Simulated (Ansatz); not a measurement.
WN2 in space group Pca2_1 (No. 29; W on 4a, N on 4a, N on 4a) at seven volumes, PBEsol in the plane-wave PAW code Ansatz, shape and atoms relaxed at each. One row is withheld.

| V (Å³/atom) | P (GPa) |
|---|---|
| 8.979 | 33.38 |
| 9.275 | ? |
| 9.571 | 9.58 |
| 9.867 | 0.01 |
| 10.163 | -8.07 |
| 10.459 | -14.74 |
| 10.755 | -20.02 |

Task: Fit the shown pressures and predict the withheld one.

Result: Third-order Birch–Murnaghan: P = (3/2)B₀(x^(7/2) − x^(5/2))[1 + (3/4)(B′ − 4)(x − 1)] with x = (V₀/V)^(2/3). Least squares on the six rows gives V₀ = 9.867 Å³/atom, B₀ = 285.6 GPa, B′ = 4.57. At V = 9.275, x = 1.0421 and P = 20.36 GPa. The run itself gave 20.77 GPa.

The start of the workflow was typed in or built on a structure type; neither database checked (COD, Materials Project) lists it. Its standing as an ambient phase is unchecked. The cell was relaxed with PBEsol under the symmetry of its start; whether a distortion lowers the energy is not shown. The workflow began spin-polarised and lost its moments. Spin–orbit coupling is left out wherever it is not named.

Potentials: the earlier of the program's two PAW sets. The files were generated under PBE; for other functionals the program regenerates the frozen cores, and for LDA and PBEsol the local potential too.
